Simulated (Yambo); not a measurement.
G0W0@PBEsol for Cs2KCoF6 (space group Fm-3m, No. 225) in Yambo. Reference settings: 2×2×2 Γ-centred k mesh, bands 5 to 277 and a 7 Ry block in the screening, 277 bands in G with the Bruneval-Gonze terminator, plasmon pole fitted at 27.2 eV. The PBEsol gap X → X on this mesh is 1.11 eV; G0W0 gaps are taken between the same points.

With and without the terminator, as bands are cut:

| bands in G (in W) | gap, terminator (eV) | gap, none (eV) | valence shift, terminator (eV) | valence shift, none (eV) |
|---|---|---|---|---|
| 111 (277) | 4.690 | 4.742 | -1.272 | -0.796 |
| 182 (277) | 4.674 | 4.688 | -1.254 | -0.935 |
| 277 (277) | 4.669 | 4.681 | -1.242 | -1.030 |

Over this range the gap spans 0.021 eV with the terminator and 0.061 eV without, the valence shift 0.030 eV and 0.234 eV. Neither column has reached its limit for certain.

Geometry of the Materials Project entry, not relaxed at this level; primitive cell a = b = c = 6.3904 Å, α = β = γ = 60.00°.

The structure is a Materials Project entry; no match was found in the copy of COD used, and its stability was not checked.

The runs are not spin-polarised; magnetic order was not tried.

A shift is the quasiparticle energy of the state minus its PBEsol energy.
